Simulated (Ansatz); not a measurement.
## Hg3Ir single point

The input, for Ansatz 0.2.0 (plane waves, PAW):

```yaml
crystal:
  lattice:
    - [-3.518717, 4.966707, 0.0]
    - [3.518717, 0.0, 10.540963]
    - [3.518717, 4.966707, 0.0]
  atoms:
    - { symbol: Hg, position: [0.2784, 0.0746, 0.4476] }
    - { symbol: Hg, position: [0.7962, 0.0746, 0.9778] }
    - { symbol: Hg, position: [0.9778, 0.4254, 0.7962] }
    - { symbol: Hg, position: [0.4476, 0.4254, 0.2784] }
    - { symbol: Hg, position: [0.7216, 0.9254, 0.5524] }
    - { symbol: Hg, position: [0.2038, 0.9254, 0.0222] }
    - { symbol: Hg, position: [0.0222, 0.5746, 0.2038] }
    - { symbol: Hg, position: [0.5524, 0.5746, 0.7216] }
    - { symbol: Ir, position: [0.04164, 0.08328, 0.20836] }
    - { symbol: Ir, position: [0.20836, 0.41672, 0.04164] }
    - { symbol: Ir, position: [0.95836, 0.91672, 0.79164] }
    - { symbol: Ir, position: [0.79164, 0.58328, 0.95836] }
    - { symbol: Hg, position: [0.3445, 0.25, 0.9055] }
    - { symbol: Hg, position: [0.9055, 0.25, 0.3445] }
    - { symbol: Hg, position: [0.6555, 0.75, 0.0945] }
    - { symbol: Hg, position: [0.0945, 0.75, 0.6555] }
  symmetry: { tolerance: 0.0003 }
kpoints:
  mp_grid: { grid: [5, 5, 5], shift: [0, 0, 0] }
magnetization:
  spin_polarized: false
scf:
  occupations: { method: fermi_dirac }
  lower_state_search: "off"
  max_iter: 200
hamiltonian:
  pseudopotentials: { kind: paw }
  xc: pbe
basis:
  ecutwfc: 420
  fft_grid_basis: typed
output:
  forces: true
  stress: true
  eigenvalues: true
  bader: true
  populations: true
  elf: true
  write_potential: true
  volumetric_format: npy
  dos:
    e_range: [-12, 8]
    de: 0.05
    projected: { site_lists: { Hg: [Hg], Ir: [Ir] } }
checkpoint:
  read: saved_state
```

The saved state is an earlier solution for the same cell, perhaps on another mesh. 

Excerpt of what it printed:

```
Free energy (F): -213479.3491 eV
Harris-Foulkes:  -213479.3491 eV  (|F-HF|=1.25e-8)
Internal energy: -213479.1449 eV  (E = F + TS)
E sigma→0 (E₀):  -213479.2470 eV
Entropy (-TS):   -0.2042 eV (-12.763 meV/atom)
Fermi energy:    14.9267 eV
--- Per-component energies (eV) ---
  E_band       = -5681.3723
  E_kinetic    = 9854.1647
  E_local      = -44689.4480  (includes V_loc(G=0)·N_el)
  E_nonlocal   = 1171.0505
  E_hartree    = 19312.7290
  E_xc         = -3747.1188
  E_vxc        = -4388.1905  (∫ρ·V_xc dr)
  E_paw        = -156244.9887  (= ΣΔE_a)
  E_vpaw       = -6254.4084  (= ΣTr[D̂ρ^β])
  E_aug_tail   = 0.0114  (compensation charges beyond the density's cutoff)
  E_ewald      = -39135.5451
  E_smearing   = -0.2042  (= −TS)
--- Forces (eV/Å), atoms counted from 1 ---
  atom   1  Hg    -2.6911     4.8220     1.9337
  atom   2  Hg     2.6911    -4.8220     1.9337
  atom   3  Hg    -2.6911    -4.8220    -1.9337
  atom   4  Hg     2.6911     4.8220    -1.9337
  atom   5  Hg     2.6911    -4.8220    -1.9337
  atom   6  Hg    -2.6911     4.8220    -1.9337
  atom   7  Hg     2.6911     4.8220     1.9337
  atom   8  Hg    -2.6911    -4.8220     1.9337
  atom   9  Ir     0.0000     0.0000    -3.2136
  atom  10  Ir     0.0000     0.0000     3.2136
  atom  11  Ir     0.0000     0.0000     3.2136
  atom  12  Ir     0.0000     0.0000    -3.2136
  atom  13  Hg    -7.6545     0.0000     0.0000
  atom  14  Hg     7.6545     0.0000     0.0000
  atom  15  Hg     7.6545     0.0000     0.0000
  atom  16  Hg    -7.6545     0.0000     0.0000
--- Stress (GPa, compression-positive) ---
       34.0268       0.0000       0.0000
        0.0000      40.2191       0.0000
        0.0000       0.0000      39.8698
  P = ⅓ Tr σ = 38.0386 GPa (380.386 kbar)
--- Löwdin populations: 16 sites ---
  site symbol       q [e]
     0     Hg     19.4088
     1     Hg     19.4088
     2     Hg     19.4088
     3     Hg     19.4088
     4     Hg     19.4088
     5     Hg     19.4088
     6     Hg     19.4088
     7     Hg     19.4088
     8     Ir     17.7156
     9     Ir     17.7156
    10     Ir     17.7156
    11     Ir     17.7156
    12     Hg     19.3912
    13     Hg     19.3912
    14     Hg     19.3912
    15     Hg     19.3912
  spilling = 0.0140 (of n_electrons = 308.0000)
```

Origin: a known structure type with other elements, at an estimated volume, so it need not be a known compound. Caveats: atoms or cell far from equilibrium.
